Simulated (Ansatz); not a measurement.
AgBr (rock salt, Fm-3m), plane-wave PAW PBE (Ansatz code): ε∞ = 5.92, cell volume 49.82 Å³. Infrared-active transverse modes:

```tsv
ω_TO (cm⁻¹)	oscillator strength S_xx (e²/amu)
67.7	0.05203
```

Question: Compute the static dielectric constant.

Answer: Each mode adds (4.921e7/V) S/ω²: 11.22. So ε0 = 17.1.

Question: What LO frequency does the Lyddane–Sachs–Teller relation give?

Answer: ω_LO = ω_TO √(ε0/ε∞) = 115 cm⁻¹.

The PBE relaxation kept the symmetry of its start; phonons on a q-mesh show no instability. No spin polarisation was allowed. Scalar-relativistic: spin–orbit coupling is off unless named, which matters more the heavier the elements.

Potentials: the later of the program's two PAW sets.
